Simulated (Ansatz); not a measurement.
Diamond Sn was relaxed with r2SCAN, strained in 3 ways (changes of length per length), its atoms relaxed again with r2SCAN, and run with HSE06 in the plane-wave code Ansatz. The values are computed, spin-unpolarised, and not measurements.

Isotropic +0.38 % on every length. Input:
```yaml
crystal:
  lattice:
    - [0.0, 3.2969407276, 3.2969407276]
    - [3.2969407276, 0.0, 3.2969407276]
    - [3.2969407276, 3.2969407276, 0.0]
  atoms:
    - { symbol: Sn, position: [0.0, 0.0, 0.0] }
    - { symbol: Sn, position: [0.25, 0.25, 0.25] }
kpoints:
  mp_grid: { grid: [4, 4, 4] }
  band_path:
    path:
      - [0.0, 0.0, 0.0]
      - [0.5, 0.0, 0.5]
      - [0.625, 0.25, 0.625]
      - [0.375, 0.375, 0.75]
      - [0.5, 0.5, 0.5]
      - [0.5, 0.25, 0.75]
    npoints: 1
hamiltonian:
  xc: hse06
scf:
  occupations: { method: fermi_dirac, width: 0.02 }
  n_extra_bands: 4
output:
  forces: true
  stress: true
  eigenvalues: true
  write_density: true
  write_potential: true
  elf: true
  volumetric_format: npy
```

Main results, then levels in eV from the Fermi energy at the points of the path (names of the unstrained zone, bands numbered from 0):
```
Crystal: 2 atoms, lattice volume = 71.674 Å³
Basis set: ecut = 420 eV, 1411 PW (Γ)
Symmetry: 48 space group operations
Space group: Fd-3m (ITA 227)
k-points: 8 of 64
Free energy (F): -12056.543769 eV
Fermi energy:    7.086400 eV
--- Forces (eV/Å), atoms counted from 1 ---
  atom   1  Sn      0.00000      0.00000      0.00000
  atom   2  Sn      0.00000      0.00000      0.00000
--- Stress (GPa, compression-positive) ---
       -0.254535       0.000000       0.000000
        0.000000      -0.254535       0.000000
        0.000000       0.000000      -0.254535
  P = ⅓ Tr σ = -0.2545 GPa (-2.545 kbar)
```
```tsv
point	band_9	band_10	band_11	band_12	band_13	band_14	band_15	band_16
Γ	-23.444	-11.454	-0.506	-0.014	-0.014	-0.014	2.583	2.583
X	-23.385	-8.140	-8.140	-2.635	-2.635	1.214	1.214	8.328
U	-23.365	-8.585	-7.614	-3.535	-2.260	1.496	3.817	6.289
K	-23.365	-8.585	-7.614	-3.535	-2.260	1.496	3.817	6.289
L	-23.404	-9.732	-6.774	-1.251	-1.251	0.288	3.688	3.688
W	-23.369	-8.083	-8.083	-3.192	-3.192	3.875	3.875	4.491
```

With HSE06 the gap closes, the bands meeting at Γ. (Only one starting filling was tried, which a hybrid may keep.) The mean stress, -0.3 GPa, is small, and the program warns that its thresholds are loose for a hybrid's stress.

Task: Biaxial -3.21 % in x and y, z held gives these blocks instead:
```yaml
crystal:
  lattice:
    - [0.0, 3.1790286215, 3.2844597805]
    - [3.1790286215, 0.0, 3.2844597805]
    - [3.1790286215, 3.1790286215, 0.0]
  atoms:
    - { symbol: Sn, position: [0.0, 0.0, 0.0] }
    - { symbol: Sn, position: [0.25, 0.25, 0.25] }
output:
  forces: true
  stress: true
  eigenvalues: true
```
What comes out?

Result:
```
Crystal: 2 atoms, lattice volume = 66.387 Å³
Basis set: ecut = 420 eV, 1283 PW (Γ)
Symmetry: 16 space group operations
Space group: I41/amd (ITA 141)
k-points: 13 of 64
Free energy (F): -12056.490405 eV
Fermi energy:    8.149721 eV
--- Forces (eV/Å), atoms counted from 1 ---
  atom   1  Sn      0.00000      0.00000      0.00000
  atom   2  Sn      0.00000      0.00000      0.00000
--- Stress (GPa, compression-positive) ---
        3.520259       0.000000       0.000000
        0.000000       3.520259       0.000000
        0.000000       0.000000       2.088408
  P = ⅓ Tr σ = 3.0430 GPa (30.430 kbar)
```
```tsv
point	band_9	band_10	band_11	band_12	band_13	band_14	band_15	band_16
Γ	-23.610	-12.105	-0.304	-0.057	-0.057	0.042	2.452	2.452
X	-23.553	-8.473	-8.473	-3.075	-3.075	0.959	0.959	8.689
U	-23.523	-8.965	-7.921	-4.015	-2.669	1.283	3.725	6.523
K	-23.519	-9.013	-8.040	-4.023	-2.465	1.521	4.086	6.521
L	-23.562	-10.213	-7.193	-1.621	-1.357	0.360	3.553	3.708
W	-23.524	-8.463	-8.463	-3.639	-3.639	4.104	4.104	4.570
```
The HSE06 gap is direct at Γ: 0.10 eV. With the atoms held, the mean pressure is +3.0 GPa (compression positive). (The program warns that its thresholds are loose for a hybrid's stress.)

Uniaxial +1.95 % along [111], other directions held. These blocks change:
```yaml
crystal:
  lattice:
    - [0.0426979771, 3.3271577576, 3.3271577576]
    - [3.3271577576, 0.0426979771, 3.3271577576]
    - [3.3271577576, 3.3271577576, 0.0426979771]
  atoms:
    - { symbol: Sn, position: [0.0010605852, 0.0010605852, 0.0010605852] }
    - { symbol: Sn, position: [0.2489394148, 0.2489394148, 0.2489394148] }
output:
  forces: true
  stress: true
  eigenvalues: true
```

```
Crystal: 2 atoms, lattice volume = 72.245 Å³
Basis set: ecut = 420 eV, 1417 PW (Γ)
Symmetry: 12 space group operations
Space group: R-3m (ITA 166)
k-points: 13 of 64
Free energy (F): -12056.540074 eV
Fermi energy:    7.038818 eV
--- Forces (eV/Å), atoms counted from 1 ---
  atom   1  Sn      0.01061      0.01061      0.01061
  atom   2  Sn    -0.01061    -0.01061    -0.01061
--- Stress (GPa, compression-positive) ---
       -0.589543      -0.349598      -0.349598
       -0.349598      -0.589543      -0.349598
       -0.349598      -0.349598      -0.589543
  P = ⅓ Tr σ = -0.5895 GPa (-5.895 kbar)
```
```tsv
point	band_9	band_10	band_11	band_12	band_13	band_14	band_15	band_16
Γ	-23.488	-11.447	-0.627	-0.181	0.000	0.000	2.468	2.574
X	-23.426	-8.183	-8.137	-2.715	-2.592	1.088	1.260	8.182
U	-23.411	-8.635	-7.620	-3.562	-2.226	1.531	3.623	6.231
K	-23.411	-8.635	-7.620	-3.562	-2.226	1.531	3.623	6.231
L	-23.442	-9.813	-6.815	-1.200	-1.200	0.397	3.700	3.700
W	-23.412	-8.140	-8.068	-3.222	-3.186	3.683	3.898	4.359
```

With HSE06 the gap closes, the bands meeting at Γ. (A hybrid can keep a metallic filling that it started from; no other start was tried.) The mean pressure at these positions is -0.6 GPa, compression counted positive. (The program warns that its thresholds are loose for a hybrid's stress.)

Spin-orbit coupling is left out, which matters wherever the heavy atoms make up the band edges.

The meshes of the hybrids are coarse, so their gaps aren't converged to the digits shown.
